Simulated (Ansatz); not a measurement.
LaAl₂Si₂:
```
LaAl2Si2
1.0
    4.22672     0.00000     0.00000
   -2.11336     3.66044     0.00000
    0.00000     0.00000     7.04173
La Al Si
1 2 2
Cartesian
  0.00000   0.00000   0.00000
  0.00000   2.44030   4.46697
  2.11336   1.22015   2.57475
  0.00000   2.44030   1.93503
  2.11336   1.22015   5.10669
```

Relaxed with r²SCAN. Special points in fractions of this cell's reciprocal vectors: Γ (0.000, 0.000, 0.000); M (0.500, 0.000, 0.000); K (0.333, 0.333, 0.000); A (0.000, 0.000, 0.500); L (0.500, 0.000, 0.500); H (0.333, 0.333, 0.500).

Q: List the band energies nearest the Fermi level at these points for DFT-r²SCAN in the program Ansatz with PAW potentials.

A: In eV from the Fermi level; about four levels below and three above (degenerate sets whole), none deeper than 8.9 eV; points with the same levels are listed once.

| k | below | above |
|---|---|---|
| Γ | -0.67 -0.67 -0.63 -0.09 | 0.20 0.86 0.86 |
| M | -3.03 -2.75 -2.34 -1.08 | 1.40 1.80 1.91 |
| K | -5.05 -2.59 -2.59 -2.41 | 1.43 1.62 1.62 |
| A | -1.96 -1.96 -1.65 -1.65 -0.28 | 0.61 0.61 0.71 |
| L | -1.49 -1.22 -0.93 -0.09 | 1.56 1.84 2.03 |
| H | -4.52 -3.45 -2.69 -2.69 | 0.64 0.64 1.73 |

Space group P-3m1. The workflow started from a Materials Project entry (that database holds measured and hypothetical structures alike); the Crystallography Open Database copy checked does not list it. Its standing as an ambient phase is unchecked. The cell was relaxed with r²SCAN under the symmetry of its start; whether a distortion lowers the energy is not shown. Spin–orbit coupling is left out wherever it is not named.

Potentials: the later of the program's two PAW sets.
